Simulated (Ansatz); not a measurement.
Here is the system:

AlCo:
```cif
data_AlCo
_chemical_formula_sum 'Al1 Co1'
_space_group_name_H-M_alt 'P 1'
_space_group_IT_number 1
_cell_length_a 2.85198
_cell_length_b 2.85198
_cell_length_c 2.85198
_cell_angle_alpha 90.000
_cell_angle_beta 90.000
_cell_angle_gamma 90.000
loop_
_space_group_symop_operation_xyz
  'x, y, z'
loop_
_atom_site_label
_atom_site_type_symbol
_atom_site_fract_x
_atom_site_fract_y
_atom_site_fract_z
_atom_site_occupancy
Al1 Al 0.00000 0.00000 0.00000 1
Co1 Co 0.50000 0.50000 0.50000 1
```

This is the PBE-relaxed structure.

Task: All from the program Ansatz at the PBE level (PAW), unless another level is named. Estimate the density of states at the Fermi level.

Result: 0.33 states/eV per atom (mean over ±0.08 eV).

Task: Predict the formation energy from the elements (no fitted shifts).

Result: -0.59 eV/atom.

Space group Pm-3m (CsCl type). Symmetry was held in the PBE relaxation. No spin polarisation was allowed. The references are the lowest solids computed at this level, not always the standard phases.

Potentials: the later of the program's two PAW sets.
